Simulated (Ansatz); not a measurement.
The elements of this relaxed trial crystal are hidden behind letters.

```
lattice vectors (Å)
   4.2906    0.0000    0.0000
  -2.1453    3.7157    0.0000
   0.0000    0.0000   10.5021
fractional positions
X 0.0000 0.0000 0.9877
X 0.6667 0.3333 0.3327
X 0.3333 0.6667 0.6790
Z 0.6667 0.3333 0.0776
Z 0.3333 0.6667 0.4224
Q 0.0000 0.0000 0.7506
```

Computed with Ansatz, DFT PBE, scalar-relativistic, plane waves, PAW. The final run on the 6-atom cell used 420 eV, a Γ-centred 12×12×4 mesh, 0.10 eV smearing and no spin polarisation.

| Quantity | Value |
| --- | --- |
| Space group | P3m1 (No. 156) |
| Conventional cell | a = 4.291 Å, c = 10.502 Å |
| Volume per atom | 27.91 Å³ |
| Density | 5.23 g/cm³ |
| Formation energy | −0.20 eV/atom |
| Gap on the 12×12×4 mesh of the 6-atom cell | 0 eV (the bands overlap slightly) |

Energies are uncorrected and count from the elements' standard states at the same level.

Question: X is a p-block element of period 4, Z is a p-block element of period 5 and Q is a p-block element of period 4. Which elements are they?

Answer: X = Ga, Z = Sb, Q = As, so the formula is Ga3Sb2As. Density times volume gives a mean mass of 5.23 × 27.91/1.6605 = 87.9 u per atom, and this set has 87.9 u. Around Ga on its first site lie 1 As at 2.49 Å and 3 Sb at 2.65 Å; Sb on its first site has 4 Ga at 2.65–2.68 Å; As has 4 Ga at 2.49–2.59 Å; 3 more sites not described. Other sets within the hints have nearly the same mass, so mass alone doesn't settle it; this one was computed.

These runs have no spin–orbit coupling, which can matter for Sb. The zero gap may come from the functional, which often closes small gaps. A structure relaxed within its symmetry needn't be a true minimum.
